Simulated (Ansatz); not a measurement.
# CoSn

Level of theory: DFT, r²SCAN, scalar-relativistic, collinear spin; plane waves to 500 eV with PAW datasets (Ansatz 0.2.0), Γ-centred 6×6×8 mesh, 0.05 eV Gaussian smearing; PAW files: Ansatz's generated set soft_2.

```
Co Sn
1.0
     5.24375    0.00000    0.00000
    -2.62187    4.54122    0.00000
     0.00000    0.00000    4.18294
Co Sn
3 3
Direct
  0.00000 0.50000 0.00000
  0.50000 0.50000 0.00000
  0.50000 0.00000 0.00000
  0.66667 0.33333 0.50000
  0.33333 0.66667 0.50000
  0.00000 0.00000 0.00000
```

The chain of runs began from a structure of the Materials Project database, expanded in volume; all values here are this work's own. Such entries can be computed or ordered models and not known phases.

Magnetic state: non-magnetic, site spin moments none.

Path: Γ–M–K–Γ–A–L–H–A | L–M | H–K, with Γ = (0.000, 0.000, 0.000), M = (0.500, 0.000, 0.000), K = (0.333, 0.333, 0.000), A = (0.000, 0.000, 0.500), L = (0.500, 0.000, 0.500), H = (0.333, 0.333, 0.500) in reciprocal vectors of the calculation's cell.

Bands as a text map, energy in eV from the Fermi level (dashes), each leg drawn with the same width, + spin up, o spin down, # both:
```
  5.57 |####      #        #### #       # #### #   #####  ###  #     ###   
  5.14 |  ####   #      # ##   # #    ## #   ## ###  #      ##  #  ##   ## 
  4.71 |   ############# #     ## ###### #    ##   #  ####   ######  #    #
  4.29 |    #####        ##    #        #  ###  #     ##  ##  # ### #    # 
  3.86 |####### ###    ######## ###   ### #   ## ####  #    ## #   #       
  3.43 |#####  ######### #######   ####  #      ## # #  ##    # ###       #
  3.00 |    #####   #   #        #     #         # ## #        #### #      
  2.57 |     #   ##  ### ##     #     # #       #    # #       ##    #   ##
  2.14 |   ## ##########  #      ##  # #       #    # ###        ##   ### #
  1.71 |#### ##########    ####    ####      ##      #  ##   ##  ## ### ###
  1.29 |  ###  #############   #        #####   ####  #   ####    ##     ##
  0.86 |############    ################     ###    ## ###  #  ####     #  
  0.43 |     #           #       ##    ######         ##  ## ####      #   
  0.00 |---##---------#---#-------#####-###############-#####-##---########
 -0.43 |##############################################################   ##
 -0.86 |    ###############        ###########################  ###########
 -1.29 |     ######### ###          #  ###############   ################# 
 -1.71 |############################ #################### #################
 -2.14 |################################        ####  ####    #############
 -2.57 |############    ##################     ####### ###   #  ######     
 -3.00 |####  ########### ##### # #  ###########   ###### #########   #####
 -3.43 |######################## #     ######         ##  #  ######      ##
 -3.86 |  ##        ## #   ##  ##       #####         #   ##### #      ##  
 -4.29 |##         #    #   #####         ####       #    ###  #      ##   
 -4.71 |  ##      #      ###     #####       ##     #    #   ##      ##    
 -5.14 |#   ##  ##           ##       ##       #####  ###      #   ###     
 -5.57 | #    ##            #  ####     #        # # #       #  ### #      
 -6.00 |                           ####  #      #####   ##  #      #       
        Γ      M      K      Γ      A      L      H      AL       MH      K
```

(1) By these bands, is it a metal or an insulator, and if it has a gap, where are the band edges on this path?

Answer:

(1) A metal: bands cross the Fermi level.

The calculation's cell holds 93 valence electrons, an odd number. Without magnetic order each band takes two, so one stays part-filled and the crystal must be a metal. (Only strong correlation, outside this picture, could make a Mott insulator of it.)
